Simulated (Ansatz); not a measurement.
Input file of a DFT run on YGe with Ansatz:

```yaml
crystal:
  lattice:
    - [2.1185770547, -5.3084359789, 0.0]
    - [2.1185770547, 5.3084359789, 0.0]
    - [0.0, 0.0, 3.9137232896]
  atoms:
    - { symbol: "Y", position: [0.8611259982, 0.1388740018, 0.25] }
    - { symbol: "Y", position: [0.1388740018, 0.8611259982, 0.75] }
    - { symbol: Ge, position: [0.5959986395, 0.4276021069, 0.25] }
    - { symbol: Ge, position: [0.4158017337, 0.5841982663, 0.75] }
basis:
  ecutwfc: 420
  ecutrho_ratio: 4
kpoints:
  mp_grid: { grid: [8, 8, 8] }
hamiltonian:
  xc: pbesol
scf:
  occupations: { method: gaussian, width: 0.05 }
output:
  forces: true
  stress: true
  eigenvalues: true
```

Launched as:
```sh
ansatz run input.yaml --threads 4 --pin off --max-ram 4096MiB --backend cpu --events-out ev --progress --plain --runs-dir out
```

The structure was built from a prototype; whether the compound forms in it isn't claimed.

Predict the main results.

Pressure 0.1 GPa, gap on the mesh zero (metallic), largest force component 0.318 eV/Å (PBEsol, scalar-relativistic).

What the program printed, in part:

```
Pseudopotentials: kind: paw
Pseudopotential: Y, paw, valence charge 11, recommended cutoff 420 eV (normal), Y.paw.azcp
Pseudopotential: Ge, paw, valence charge 14, recommended cutoff 420 eV (normal), Ge.paw.azcp
Crystal: 4 atoms, lattice volume = 88.030 Å³
Basis set: ecut = 420 eV, 1727 PW (Γ), exchange–correlation on 80×80×54 points (8 copies of the dense FFT grid, shifted against one another)
Bands: 30, of which v1, the nominal top of the filled ones, is band 25 counted from 1 (24 counted from 0)
Symmetry: 2 space group operations
Space group: Pm (ITA 6), of the structure as read, at distance tolerance 4.4e-5 Å
k-points: 170 of 512 (time reversal used)
Initial density: superposition of atomic densities (neutral atoms: chi_scale 0, normalization atom), corrected by the library's trained network
Initial wavefunctions: pseudopotential atomic-orbital guess
Functional: x = pbesol(κ = 0.804, μ = 0.12346), c = pbesol(β = 0.046)
```

SCF trace (energy estimate counted from the last row):
| iteration | ΔE (eV) | density residual (eV) |
| --- | --- | --- |
| 1 | -3.3e-03 | 5.59e-3 |
| 2 | -1.9e-04 | 1.93e-3 |
| 3 | -6.9e-05 | 3.56e-4 |
| 4 | -3.0e-06 | 3.39e-5 |
| 5 | -1.0e-06 | 2.04e-6 |
| 6 | 0.000 | 1.94e-7 |
| 7 | 0.000 | 5.08e-9 |

```
SCF 1 converged in 7 iterations: F = -16101.039166 eV  dr2 = 5.08e-9
SCF converged after 7 iterations
Free energy (F): -16101.039166 eV
E sigma→0 (E₀):  -16101.037960 eV
Entropy (-TS):   -0.002413 eV (-0.603 meV/atom)
Fermi energy:    11.760344 eV
--- Forces (eV/Å), atoms counted from 1 ---
  atom   1  Y      0.05183577    -0.00132968     0.00000000
  atom   2  Y      0.27355173     0.00186872     0.00000000
  atom   3  Ge    -0.31816297     0.00070893     0.00000000
  atom   4  Ge    -0.00722805    -0.00124761     0.00000000
--- Stress (GPa, compression-positive) ---
        0.075287      -0.105404       0.000000
       -0.105404       0.032042       0.000000
        0.000000       0.000000       0.066316
  P = ⅓ Tr σ = 0.0579 GPa (0.579 kbar)
```
